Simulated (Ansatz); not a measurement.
Relaxed-ion elastic tensor of CoW (rock salt, Fm-3m) in GPa (Voigt order), plane-wave PAW PBEsol (Ansatz code); density 14.40 g/cm³, 14.00 Å³ per atom.

```csv
,1,2,3,4,5,6
1,402,183,183,0.0,0.0,0.0
2,183,402,183,0.0,0.0,0.0
3,183,183,402,0.0,0.0,0.0
4,0.0,0.0,0.0,-25.3,0.0,0.0
5,0.0,0.0,0.0,0.0,-25.3,0.0
6,0.0,0.0,0.0,0.0,0.0,-25.3
```

**Question.** Is the crystal mechanically stable?

**Answer.** No: the smallest eigenvalue of C is -25.3 GPa.

The start of the workflow was typed in or built on a structure type; neither database checked (COD, Materials Project) lists it. Whether it is the stable phase at ambient conditions was not checked. The PBEsol relaxation kept the symmetry of its start. At this level the phase is mechanically unstable. The workflow began spin-polarised and lost its moments. Its formation energy is positive at this level, so the cell may be metastable or incomplete. As this level gives no gap, shear constants depend on the k-mesh and smearing (Fermi–Dirac, 0.1 eV here). Spin–orbit coupling is left out wherever it is not named.

Potentials: the later of the program's two PAW sets.
